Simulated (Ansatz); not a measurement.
## One compound in many structure types

A short materials screen. Relaxing one composition in several structure types shows which are competitive, which pressure would favour, and how volume and gap change with structure.

The reference row is WGe, NbAs type, I4₁md. The reference is the lowest phase computed, which need not be the stable form in nature.

### Data

Levels of theory (Ansatz, a plane-wave PAW program): energy: PBE, total energy at 0 K with the change to a 700 eV cutoff added (comparable within one formula alone); volume per atom: PBE, relaxed cell; gap: PBE; bulk modulus: PBE, equation-of-state fit.

Definitions used: ΔE = E − E_ref; ΔV = V − V_ref; temperature scale ΔE/k_B = 11.605 K/meV × ΔE.

```tsv
crystal	E (eV/atom)	V (Å³/atom)	gap (eV)	B₀ (GPa)	ΔE (meV/atom)	ΔV (Å³/atom)	ΔE/k_B (K)
WGe, NbAs type, I4₁md, reference	−7339.690	16.31	0.00	195	0.0	0.00	0
WGe, NiAs type	−7339.661	16.09	0.00	181	29.0	−0.22	340
WGe, CoSn type, P6/mmm	−7339.631	18.51	0.00	169	59.0	2.20	680
WGe, CrB type, Cmcm	−7339.520	15.90	0.00	–	170	−0.41	2000
WGe, CsCl type	−7339.487	15.41	0.00	208	203.0	−0.90	2400
```

Model phases, started by placing the elements on a structure type or from a typed cell, with no claim that they are known: WGe, NbAs type, I4₁md; WGe, NiAs type; WGe, CoSn type, P6/mmm; WGe, CrB type, Cmcm; WGe, CsCl type. No gap (0.00) means none at this level, which can close a small real gap. Spin–orbit coupling is left out unless named.

### Worked example

Arithmetic for WGe, CoSn type, P6/mmm:

1. ΔE = 1000 × (−7339.631 − (−7339.690)) = 59.0 meV/atom
2. ΔV = 18.51 − 16.31 = 2.20 Å³/atom
3. ΔE/k_B: 11.605 × 59.0 = 680 K

### Result

Ranking by ΔE, lowest first: WGe, NbAs type, I4₁md (0.0 ± 5.0), WGe, NiAs type (29.0 ± 5.0), WGe, CoSn type, P6/mmm (59.0 ± 5.0), WGe, CrB type, Cmcm (170 ± 5.0), WGe, CsCl type (203.0 ± 5.0). The ± follows from allowances picked for this note (energy 0.004 eV/atom, 3 meV/atom on the figure itself), carried to first order and added in quadrature, each row's own inputs moving alone; ≈ joins neighbours closer than their two ± added in quadrature.

Denser than the reference, so favoured by pressure; with fixed volumes the enthalpies cross at P ≈ 0.1602 ΔE/|ΔV|: WGe, NiAs type 0.1602 × 29.0/0.22 = 21 GPa, WGe, CsCl type 0.1602 × 203.0/0.90 = 36 GPa, WGe, CrB type, Cmcm 0.1602 × 170/0.41 = 66 GPa. Each is against the reference alone, so another phase may come first, and differences in compressibility move them.

### Caveats

Vibrational free energy is left out, and phases that were not computed could lie lower. Rows are a sample of the computed phases of this formula. Limits of the draw: a spread of over 30 meV/atom, none over 0.9 eV/atom above the reference, within 8 meV/atom of the lowest or within 3 meV/atom of a neighbour. As a rule kept out of such tables: 4f compounds, open-shell compounds run without a Hubbard term, cells found unstable in the tests at hand, cells close to a higher symmetry, and runs set to a pressure or over 12 % in volume from the crystal's fullest run. A dash marks a value that is not given here.
